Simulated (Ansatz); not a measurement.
TlCl (CsCl type, Pm-3m) under volume change, DFT-PBE in the program Ansatz with PAW potentials, scaled uniformly.

| V (Å³/atom) | E − E(relaxed) (meV/atom) | P (GPa) |
|---|---|---|
| 26.985 | 20.1 | 2.65 |
| 27.874 | 8.4 | 1.60 |
| 28.764 | 2.0 | 0.73 |
| 29.654 | 0.0 | 0.00 |
| 30.543 | 1.7 | -0.61 |
| 31.433 | ? | ? |
| 32.322 | ? | ? |

### Question
Complete the blanks.

### Answer

- 32.322, E − E(relaxed) (meV/atom): 13.9
- 32.322, P (GPa): -1.53
- 31.433, E − E(relaxed) (meV/atom): 6.5
- 31.433, P (GPa): -1.11

### Question
What does a third-order Birch–Murnaghan fit give for V₀, B₀ and B′?

### Answer
V₀ = 29.65 Å³/atom, B₀ = 22.1 GPa, B′ = 5.1.

The cell was relaxed with PBE under the symmetry of its start. Spin–orbit coupling is left out wherever it is not named.

Potentials: the later of the program's two PAW sets.
